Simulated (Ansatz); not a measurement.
Here is the system:

SnMo2C:
```cif
data_C2Mo4Sn2
_chemical_formula_sum 'Sn2 Mo4 C2'
_space_group_name_H-M_alt 'P63/mmc'
_space_group_IT_number 194
_space_group_name_Hall '-P 6c 2c'
_cell_length_a 3.15805
_cell_length_b 3.15805
_cell_length_c 13.37251
_cell_angle_alpha 90.000
_cell_angle_beta 90.000
_cell_angle_gamma 120.000
loop_
_atom_site_label
_atom_site_type_symbol
_atom_site_symmetry_multiplicity
_atom_site_Wyckoff_symbol
_atom_site_fract_x
_atom_site_fract_y
_atom_site_fract_z
_atom_site_occupancy
Sn1 Sn 2 d 0.66667 0.33333 0.25000 1
Mo1 Mo 4 f 0.33333 0.66667 0.08106 1
C1 C 2 a 0.00000 0.00000 0.00000 1
```

This is the PBEsol-relaxed structure.

**Question.** All from PBEsol in the plane-wave PAW code Ansatz, unless another level is named. Estimate the electronic character.

**Answer.** metallic (no gap).

**Question.** Next, the formation energy from the elements (no fitted shifts)?

**Answer.** -0.062 eV/atom.

**Question.** What about the density of states at the Fermi level?

**Answer.** 0.65 states/eV per atom (mean over ±0.08 eV).

**Question.** And the gap with spin–orbit coupling?

**Answer.** none (metallic).

Space group P6_3/mmc. The start of the workflow was typed in or built on a structure type; neither database checked (COD, Materials Project) lists it. Whether it is the stable phase at ambient conditions was not checked. The cell was relaxed with PBEsol under the symmetry of its start; whether a distortion lowers the energy is not shown. No spin polarisation was allowed. The references are the lowest solids computed at this level, not always the standard phases. Spin–orbit coupling is left out wherever it is not named.

Potentials: the earlier of the program's two PAW sets. The files were generated under PBE; for other functionals the program regenerates the frozen cores, and for LDA and PBEsol the local potential too.
